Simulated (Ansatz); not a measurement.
An Ansatz (an electronic-structure program) run. Input:

Ansatz 0.2 input:
```yaml
crystal:
  lattice:
    - [3.9875910507, 0.0, 0.0]
    - [0.0, 3.9875910507, 0.0]
    - [0.0, 0.0, 4.3417029769]
  atoms:
    - { symbol: Zr, position: [0.5, 0.5, 0.5788344009] }
    - { symbol: Ge, position: [0.0, 0.0, 0.1951132564] }
    - { symbol: O, position: [0.0, 0.5, 0.4496055907] }
    - { symbol: O, position: [0.5, 0.0, 0.4496055907] }
    - { symbol: O, position: [0.5, 0.5, 0.0170411614] }
kpoints:
  mp_grid: { grid: [7, 7, 7] }
hamiltonian:
  xc: pbesol
  pseudopotentials: { kind: paw }
scf:
  occupations: { method: fixed }
phonons:
  method: dfpt
  response_accuracy: low
  eigenvectors: true
  rigid_motions: translations
  dielectric: true
```

Output (shortened):

```
Pseudopotential: Zr, paw, valence charge 12
Pseudopotential: Ge, paw, valence charge 14
Pseudopotential: O, paw, valence charge 6
Functional definition: PBEsol
Crystal: 5 atoms, lattice volume = 69.037 Å³
Basis set: ecut = 420 eV, 1351 PW (Γ), exchange–correlation on 54×54×60 points (8 copies of the dense FFT grid, shifted against one another)
Bands: 27, of which v1, the nominal top of the filled ones, is band 22 counted from 1 (21 counted from 0)
Symmetry: 8 space group operations
k-points: 172 of 343 (irreducible under 1 space group operation, time reversal used)
SCF iter   1: F=—  HF=-10068.485888 eV  |F-HF|=—  |Δ(HF+E_count)|=         —  Δρ=1.55e-2  dr2=1.41e-1  ethr=1.77e-3  ⟨swp⟩=4.1  Hψ=18157  notcnv=0  defer=255
preconditioner: auto → Resta (q_TF=auto, 2.531 Å⁻¹)
SCF iter   2: F=—  HF=-10068.457852 eV  |F-HF|=—  |Δ(HF+E_count)|=   2.80e-2  Δρ=5.42e-3  dr2=1.54e-2  ethr=3.20e-4  ⟨swp⟩=2.0  Hψ=8250  notcnv=0  defer=508
SCF iter   3: F=—  HF=-10068.454878 eV  |F-HF|=—  |Δ(HF+E_count)|=   2.97e-3  Δρ=1.58e-3  dr2=1.28e-3  ethr=3.51e-5  ⟨swp⟩=2.0  Hψ=6708  notcnv=0  defer=516
SCF iter   4: F=—  HF=-10068.455107 eV  |F-HF|=—  |Δ(HF+E_count)|=   2.29e-4  Δρ=1.02e-3  dr2=6.18e-4  ethr=2.90e-6  ⟨swp⟩=2.0  Hψ=6708  notcnv=0  defer=516
SCF iter   5: F=—  HF=-10068.455032 eV  |F-HF|=—  |Δ(HF+E_count)|=   7.48e-5  Δρ=1.72e-4  dr2=2.11e-5  ethr=1.40e-6  ⟨swp⟩=2.0  Hψ=6126  notcnv=0  defer=300
SCF iter   6: F=—  HF=-10068.455043 eV  |F-HF|=—  |Δ(HF+E_count)|=   1.06e-5  Δρ=5.22e-5  dr2=1.96e-6  ethr=4.79e-8  ⟨swp⟩=2.0  Hψ=7568  notcnv=0  defer=172
SCF iter   7: F=—  HF=-10068.455044 eV  |F-HF|=—  |Δ(HF+E_count)|=   1.37e-6  Δρ=1.98e-5  dr2=3.22e-7  ethr=4.46e-9  ⟨swp⟩=2.0  Hψ=7544  notcnv=0  defer=182
SCF iter   8: F=—  HF=-10068.455045 eV  |F-HF|=—  |Δ(HF+E_count)|=   2.39e-7  Δρ=5.30e-6  dr2=2.19e-8  ethr=7.32e-10  ⟨swp⟩=2.0  Hψ=6177  notcnv=0  defer=182
SCF iter  10: F=-10068.455045 eV  HF=-10068.455045 eV  |F-HF|=3.82e-11  |Δ(HF+E_count)|=   1.00e-9  Δρ=2.53e-7  dr2=3.70e-11  ethr=1.00e-12  ⟨swp⟩=9.1  Hψ=27161  notcnv=0
SCF 1 converged in 10 iterations: F = -10068.455045 eV  dr2 = 3.70e-11
NSCF: frozen V_eff on 7 k-points
DFPT response loops at Γ: preconditioner auto → Resta (q_TF=auto, 2.531 Å⁻¹)  ε∞=6.2 (no band partly filled) …
── the response to a field inside a basis, on 8×8×8 k-points: an SCF that follows is theirs, and a resumed run solves both again ──
Crystal: 5 atoms, lattice volume = 69.037 Å³
Bands: 23, of which v1, the nominal top of the filled ones, is band 22 counted from 1 (21 counted from 0)
k-points: 40 of 512 (time reversal used)
SCF iter   1: F=—  HF=-10068.445235 eV  |F-HF|=—  |Δ(HF+E_count)|=         —  Δρ=3.83e-4  dr2=2.21e-5  ethr=1.00e-1
preconditioner: auto → Resta (q_TF=auto, 2.531 Å⁻¹)
SCF iter   2: F=—  HF=-10068.445231 eV  |F-HF|=—  |Δ(HF+E_count)|=   4.35e-6  Δρ=1.71e-4  dr2=9.92e-6  ethr=5.02e-8
SCF iter   3: F=—  HF=-10068.445230 eV  |F-HF|=—  |Δ(HF+E_count)|=   5.87e-7  Δρ=8.88e-5  dr2=1.32e-6  ethr=2.26e-8
SCF iter   4: F=—  HF=-10068.445230 eV  |F-HF|=—  |Δ(HF+E_count)|=   7.17e-8  Δρ=1.90e-5  dr2=2.20e-7  ethr=3.00e-9
SCF iter   5: F=-10068.445230 eV  HF=-10068.445230 eV  |F-HF|=2.85e-9  |Δ(HF+E_count)|=   4.98e-8  Δρ=4.91e-6  dr2=1.34e-8  ethr=5.01e-10
SCF 1 converged in 5 iterations: F = -10068.445230 eV  dr2 = 1.34e-8
DFPT response loops at Γ: preconditioner auto → Resta (q_TF=auto, 2.531 Å⁻¹)  ε∞=5.9 (no band partly filled) …
SCF converged after 10 iterations
Free energy (F): -10068.455045 eV
Harris-Foulkes:  -10068.455045 eV  (|F-HF|=3.82e-11)
Internal energy: -10068.455045 eV  (E = F + TS)
E sigma→0 (E₀):  -10068.455045 eV
Fermi energy:    8.130550 eV
--- Per-component energies (eV) ---
  E_band       = -288.906718
  E_kinetic    = 968.312953
  E_local      = -4149.331772  (includes V_loc(G=0)·N_el)
  E_nonlocal   = 636.445266
  E_hartree    = 1639.366345
  E_xc         = -454.731587
  E_vxc        = -536.201866  (∫ρ·V_xc dr)
  E_paw        = -5327.756638  (= ΣΔE_a)
  E_vpaw       = -486.871563  (= ΣTr[D̂ρ^β])
  E_aug_tail   = 0.007653  (compensation charges beyond the density's cutoff)
  E_ewald      = -3381.956784
  E_core_change = 1.189520  (= ΣΔE_core)
  E_smearing   =  0.000000  (= −TS)
  E_closure    = 0.000000  (closes the sum)
  Σ components = -10068.455045   (vs F -10068.455045, Δ=0.00e0)
  [band-id]    e_kinetic+e_local+e_nonlocal+2·e_hartree+e_vxc+e_vpaw+e_augmentation_tail = -288.906639   (vs E_band -288.906718, Δ=7.92e-5)
--- Band table (eV; the first three rows and the last of 172) ---
  k-point 0: bands = ["-39.0936", "-17.4437", "-17.3776", "-17.3776", "-15.8576", "-15.8523", "-15.8500", "-15.8500", "-15.8353", "-9.8537", "-9.0579", "-7.3850", "2.1875", "3.7946", "3.7946", "5.5812", "5.7018", "5.9909", "5.9909", "6.9663", "6.9663", …
  k-point 1: bands = ["-39.0933", "-17.4724", "-17.3769", "-17.3769", "-15.8575", "-15.8519", "-15.8499", "-15.8499", "-15.8352", "-9.8221", "-9.0563", "-7.2821", "2.0460", "3.7563", "3.7563", "5.6626", "5.6689", "5.9106", "5.9106", "7.0804", "7.0804", …
  k-point 2: bands = ["-39.0926", "-17.5356", "-17.3754", "-17.3754", "-15.8573", "-15.8510", "-15.8498", "-15.8498", "-15.8352", "-9.7564", "-9.0528", "-7.0340", "1.7471", "3.6685", "3.6685", "5.5166", "5.5752", "5.7910", "5.7910", "6.8612", "7.2762", …
  k-point 171: bands = ["-39.0861", "-17.7283", "-17.4714", "-17.4077", "-15.8572", "-15.8523", "-15.8501", "-15.8399", "-15.8353", "-9.1803", "-8.4606", "-7.2820", "0.6323", "3.6560", "3.9760", "4.4571", "5.3647", "5.5461", "6.3291", "6.9151", "7.1649", …
--- Phonons (Γ-DFPT): 9 representative perturbations + reference, on 172 of 343 k-points (Σ response iterations 29) ---
  ASR residual: 3.800e-4 → 0.000e0 eV/Å²; symmetrization residual: 4.670e-5 eV/Å²
  ASR residual per site (eV/Å²): 3.80e-4 2.93e-4 1.32e-4 1.32e-4 3.49e-5
  Γ frequencies (cm⁻¹): -222.65 -222.65 0.00 0.00 0.00 143.10 143.10 196.60 220.68 220.68 304.19 347.45 611.19 611.19 635.71
  ε∞ (high-frequency dielectric tensor):
        6.299301     0.000000     0.000000
        0.000000     6.299301     0.000000
        0.000000     0.000000     5.597061
  ε⁰ (static dielectric tensor): not given — an optical mode at Γ is not stable, and the ionic part, a sum over the modes at Γ, is formed only where all of …
  softest optical mode at Γ: -222.65 cm⁻¹; the repairs (sum rule, projections) moved no ω² at Γ by more than (3.76 cm⁻¹)²
  Born effective charges Z* (e; rows j = field, columns β = displacement):
    site 0:
         4.82849    0.00000    0.00000
         0.00000    4.82849    0.00000
         0.00000    0.00000    5.85461
    site 1:
         4.33419    0.00000    0.00000
         0.00000    4.33419    0.00000
         0.00000    0.00000    1.93341
    site 2:
        -3.91649    0.00000    0.00000
         0.00000   -3.25998    0.00000
         0.00000    0.00000   -1.71354
    site 3:
        -3.25998    0.00000    0.00000
         0.00000   -3.91649    0.00000
         0.00000    0.00000   -1.71354
    site 4:
        -1.98621    0.00000    0.00000
         0.00000   -1.98621    0.00000
         0.00000    0.00000   -4.36093
  Z* charge neutrality: 1.509e-3 e pre-enforcement
  solved inside a basis spanned on kpoints, on 8×8×8 k-points, its susceptibility summed on 12×12×10: ε∞ is read to err by 1.9e-2, Z* by 2.0e-2 e (field_mesh …
  optical modes at Γ without the LO–TO term, one row a degenerate level:
      ω (cm⁻¹)  modes    IR ((D/Å)²/amu)
       -222.65      2            57.8523
        143.10      2             0.7458
        196.60      1             0.8274
        220.68      2            13.4344
        304.19      1             0.0000
        347.45      1            20.9124
        611.19      2            37.9597
        635.71      1            24.0083
  optical modes at Γ + LO–TO along q̂ = [1.0000, 0.0000, 0.0000]:
      ω (cm⁻¹)  modes    IR ((D/Å)²/amu)
       -222.65      1            28.9262
        105.93      1             2.4304
        143.10      1             0.3729
        152.99      1             0.6982
        196.60      1             0.8274
        220.68      1             6.7172
        304.19      1             0.0000
        341.01      1            14.5911
        347.45      1            20.9124
        611.19      1            18.9798
        635.71      1            24.0083
        715.51      1            37.2764
  optical modes at Γ + LO–TO along q̂ = [0.0000, 1.0000, 0.0000]:
      ω (cm⁻¹)  modes    IR ((D/Å)²/amu)
       -222.65      1            28.9262
        105.93      1             2.4304
        143.10      1             0.3729
        152.99      1             0.6982
        196.60      1             0.8274
        220.68      1             6.7172
        304.19      1             0.0000
        341.01      1            14.5911
        347.45      1            20.9124
        611.19      1            18.9798
        635.71      1            24.0083
        715.51      1            37.2764
  optical modes at Γ + LO–TO along q̂ = [0.0000, 0.0000, 1.0000]:
      ω (cm⁻¹)  modes    IR ((D/Å)²/amu)
       -222.65      2            57.8523
        143.10      2             0.7458
        200.71      1             0.1045
        220.68      2            13.4344
        304.19      1             0.0000
        439.27      1             7.1653
        611.19      2            37.9597
        763.40      1            38.4785
```

Cost: about 9 core-minutes (a rough figure) on shared cores.

Space group P4mm. The start of the workflow was typed in or built on a structure type; neither database checked (COD, Materials Project) lists it. Its standing as an ambient phase is unchecked. Symmetry was held in the PBEsol relaxation. At this level the phase is dynamically unstable (imaginary phonons). The run is not spin-polarised. Spin–orbit coupling is left out wherever it is not named.

Potentials: the later of the program's two PAW sets.

Ansatz is a plane-wave DFT program.
